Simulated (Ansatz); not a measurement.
MgRh₃:
```xyz
4
Lattice="-1.3767 4.3526 2.3571 1.3767 -4.3526 2.3571 1.3767 4.3526 -2.3571" Properties=species:S:1:pos:R:3 pbc="T T T"
Mg     1.3767     0.0000     0.7797
Rh     1.3767     2.1407     2.3327
Rh     1.3767    -2.1407     2.3327
Rh     0.0000     0.0000     3.1977
```

Relaxed with r²SCAN. Special points in fractions of this cell's reciprocal vectors: Γ (0.000, 0.000, 0.000); X (0.500, -0.500, 0.500); F0 (0.275, -0.275, 0.725); Σ0 (-0.275, 0.275, 0.275); Λ0 (0.323, 0.323, -0.323); G0 (0.677, -0.323, 0.323); R (0.000, 0.500, 0.000); W (0.250, 0.250, 0.250); S (0.500, 0.000, 0.000); T (0.000, 0.000, 0.500).

Problem. List the band energies nearest the Fermi level at these points for the program Ansatz at the r²SCAN level (PAW).

Solution. In eV from the Fermi level; about four levels below and three above (degenerate sets whole), none deeper than 8.9 eV; points with the same levels are listed once.

```
k                           below                above
--  -----------------------------  -------------------
Γ         -1.33 -0.92 -0.82 -0.16       0.14 0.87 0.87
X         -2.09 -1.74 -1.57 -0.55       0.13 0.59 0.84
F0  -2.33 -2.33 -2.13 -1.76 -0.96       0.78 0.79 1.76
Λ0        -1.21 -0.97 -0.29 -0.12       0.31 0.48 6.83
R         -1.52 -1.33 -1.23 -0.98       0.14 0.78 0.80
W         -2.53 -1.66 -1.61 -1.31  0.14 0.15 0.80 0.80
S         -1.13 -1.03 -0.68 -0.56       0.52 1.29 3.54
T         -1.52 -1.36 -0.92 -0.44       0.81 2.28 2.82
```

Space group Imm2. The first step of the workflow began from a Materials Project structure, measured or hypothetical; the Crystallography Open Database copy checked does not list it. With Mg and Rh taken as one species the cell has the higher symmetry P6_3/mmc, so it may be an ordered model of a mixed-site phase. Whether it is the stable phase at ambient conditions was not checked. Symmetry was held in the r²SCAN relaxation; whether a distortion lowers the energy is not shown. No spin polarisation was allowed. Scalar-relativistic: spin–orbit coupling is off unless named, which matters more the heavier the elements.

Potentials: the later of the program's two PAW sets.
